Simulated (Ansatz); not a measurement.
## YIn: a vibration from a frozen displacement

Level of theory: Ansatz 0.2.0, DFT r2SCAN, scalar-relativistic, plane waves, PAW. The runs took a 500 eV cutoff, a Γ-centred 12×12×12 mesh and Gaussian smearing (0.15 eV). No spin polarisation. Energies are free energies at this smearing, counted from the undisturbed cell; pressure is positive in compression.

The starting cell (as given, not relaxed at this level; it stands at -2.4 GPa, and it needn't be the usual structure):

```
CELL_PARAMETERS angstrom
3.81000 0.00000 0.00000
0.00000 3.81000 0.00000
0.00000 0.00000 3.81000
ATOMIC_POSITIONS crystal
Y 0.50000 0.50000 0.50000
In 0.00000 0.00000 0.00000
```

Every Y atom is moved by x along the Cartesian unit vector (0.000, 0.000, 1.000); the cell and all other atoms stay fixed. The cell's volume is 55.31 Å³; the moved atoms weigh 88.906 u together and the others 114.818 u. Some rows repeat others by symmetry and weren't run.

```csv
x (Å),ΔE (meV/cell),total force on the moved atoms along the move (eV/Å),pressure (GPa)
-0.3000,120.85,0.8187,-1.2370
-0.2625,92.15,0.7119,-1.5153
-0.2250,67.44,0.6062,-1.7563
-0.1875,46.66,0.5020,-1.9601
-0.1500,29.77,0.3992,-2.1267
-0.1125,16.70,0.2979,-2.2560
-0.0750,7.41,0.1978,-2.3483
0.0000,0.00,0.0000,-2.4220
0.0750,7.41,-0.1978,-2.3483
0.1125,16.70,-0.2979,-2.2560
0.1500,29.77,-0.3992,-2.1267
0.1875,46.66,-0.5020,-1.9601
0.2250,67.44,-0.6062,-1.7563
0.2625,92.15,-0.7119,-1.5153
0.3000,120.85,-0.8187,-1.2370
```

What frequency belongs to this motion?

The force constant is k = −dF/dx = 2.637 eV/Å², from the parabola through x = -0.0750, 0 and 0.0750. In every cell the moved atoms swing against the rest, so the mass is μ = m₁m₂/(m₁ + m₂) = 50.107 u, and ν̃ = 521.5 cm⁻¹ × √(|k|/μ) = 120 cm⁻¹, at this cell's pressure of -2.4 GPa. To first order in x, and within 1 %, the force on every atom lies along the move and, within each of the two groups, in proportion to the atom's mass, so this is itself a mode at the zone centre of this cell.

How far does the harmonic law reach?

At x = -0.300 Å, kx²/2 = 118.68 meV against the computed 120.85 meV (+1.8 %): the well is still close to harmonic there.

The pressure changes with x². What does that say about the frequency under compression?

With E = k(V)x²/2, k ∝ V^(−2γ) and x scaling with the cell as V^(1/3), P − P0 = −∂E/∂V = (2γ − 2/3) ΔE/V. At x = 0.1125 Å, V(P − P0) = 55.31 × 0.16597 / 160.2 eV = 57.29 meV and ΔE = 16.70 meV, so γ = 1/3 + V(P − P0)/(2ΔE) = 2.05. This is the Grüneisen parameter of the motion under uniform scaling of the cell: shrinking the cell evenly by 1 % in volume raises the frequency by about 2.05 %.

In a metal these slopes depend on the k mesh and the smearing.